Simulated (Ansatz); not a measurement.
InCu2 in space group P6_3/mmc (No. 194; Cu on 2c, Cu on 2a, In on 2d), plane-wave PAW PBE (Ansatz code), all energies at zero smearing, with the estimated change up to a 700 eV cutoff added, with one set of potentials and settings (totals compare only within such a set). Cell of 6 atoms (4 Cu, 2 In): -37695.871 eV.

```json
[
 {"element": "Cu", "reference phase": "Fm-3m, 1 atoms in the cell", "E (eV/atom)": "-6625.1757"},
 {"element": "In", "reference phase": "I4/mmm, 1 atoms in the cell", "E (eV/atom)": "-5597.8481"}
]
```

Formation energy per atom, worked out: (-37695.871 − 4×(-6625.1757) − 2×(-5597.8481))/6 = 0.088 eV/atom (8 kJ per mol of atoms), at 0 K, without zero-point energy or fitted corrections.

The workflow started from an entry of the Crystallography Open Database (COD). Its standing as an ambient phase is unchecked. The cell was relaxed with PBE under the symmetry of its start; its stability against distortions is not shown here. The run is not spin-polarised. The references are the lowest solids computed at this level, not always the standard phases.

Potentials: the later of the program's two PAW sets.
